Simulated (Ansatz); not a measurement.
Fe (bcc)

Computed with Ansatz (plane waves, PAW, 420 eV cutoff): LDA, scalar-relativistic, collinear spin, Γ-centred 20×20×20 mesh, 0.05 eV Gaussian smearing; PAW files: Ansatz's generated set soft_2.

```yaml
crystal:
  lattice:
    - [-1.37597, 1.37597, 1.37597]
    - [1.37597, -1.37597, 1.37597]
    - [1.37597, 1.37597, -1.37597]
  atoms:
    - { symbol: Fe, position: [0.00000, 0.00000, 0.00000] }
```

Magnetic state: ferromagnetic, site spin moments Fe 2.02 μB.

The cell is relaxed to zero pressure at this level.

Path: Γ–H–N–Γ–P–H | P–N, with Γ = (0.000, 0.000, 0.000), H = (0.500, -0.500, 0.500), N = (0.000, 0.000, 0.500), P = (0.250, 0.250, 0.250) in reciprocal vectors of the calculation's cell.

Question: Is it a metal or an insulator, and if it has a gap, where are the band edges on this path?

Answer: A metal: bands cross the Fermi level.

Levels between -6 and 6 eV from the Fermi level at the path's named points:
| point | spin | below E_F (eV) | above E_F (eV) |
| --- | --- | --- | --- |
| Γ | up | -2.53 -2.53 -2.53 -0.98 -0.98 |  |
| Γ | down | -0.81 -0.81 -0.81 | 1.27 1.27 |
| H | up | -5.40 -5.40 | 0.29 0.29 0.29 |
| H | down | -3.88 -3.88 | 2.26 2.26 2.26 |
| N | up | -5.51 -3.80 -0.94 -0.74 | 0.30 0.61 |
| N | down | -4.32 -2.25 | 0.69 1.19 1.57 2.61 |
| P | up | -3.63 -3.63 -3.63 -0.70 -0.70 |  |
| P | down | -2.31 -2.31 -2.31 | 1.62 1.62 |

Site moments are of spin, integrated over atomic spheres. The relaxed cell is 11 % smaller in volume than the cell of this structure in the Crystallography Open Database (11.70 Å³/atom, 2002).
